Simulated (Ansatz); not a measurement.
## Ansatz run on MnF2

System: MnF2, 6 atoms in the cell.

Ansatz input (lattice in Å, positions in fractions of it)
```yaml
crystal:
  lattice:
    - [4.873, 0, 0]
    - [0, 4.873, 0]
    - [0, 0, 3.31]
  atoms:
    - { symbol: Mn, position: [0, 0, 0], spin: 5 }
    - { symbol: Mn, position: [0.5, 0.5, 0.5], spin: -5 }
    - { symbol: F, position: [0.305, 0.305, 0] }
    - { symbol: F, position: [0.695, 0.695, 0] }
    - { symbol: F, position: [0.805, 0.195, 0.5] }
    - { symbol: F, position: [0.195, 0.805, 0.5] }
kpoints:
  mp_grid: { grid: [4, 4, 6] }
hamiltonian:
  xc: hse06
  pseudopotentials: { kind: paw, source: ansatz }
scf:
  occupations: { method: fermi_dirac, width: 0.05 }
  convergence: { dr2_threshold: "1e-9 eV" }
  exx: { energy_threshold: "6e-8 eV", singularity: regularized }
output:
  forces: true
  stress: true
  eigenvalues: true
magnetization:
  spin_polarized: true
```

Level of theory: HSE06, plane waves, PAW datasets (earlier set, tuned by hand) in Ansatz 0.2.0 development build.

Output, in brief

```yaml
Plane-wave_cutoff_used: 1050 eV
Pressure: 1.15 GPa
Largest_force: 0.021 eV/Å on F3 and F4 and F5 and F6
Net_moment: 0.00 μB
Valence_electrons: 58
Irreducible_k-points: 28
CPU_time: about 70 core-minutes on a shared host
```

```
atom  Fx (eV/Å)  Fy (eV/Å)  Fz (eV/Å)  moment (μB)
 Mn1      0.000      0.000      0.000         4.27
 Mn2      0.000      0.000      0.000        -4.27
  F3     -0.015     -0.015      0.000        -0.03
  F4      0.015      0.015      0.000        -0.03
  F5     -0.015      0.015      0.000         0.03
  F6      0.015     -0.015      0.000         0.03
```
Site moments are counted near each atom and needn't add up to the net moment.

Stress tensor in GPa, compression positive:
```
1.24 0.00 0.00
0.00 1.24 0.00
0.00 0.00 0.99
```

The stress includes the program's correction for the finite plane-wave basis.

With open shells the self-consistent state may not be the lowest one.
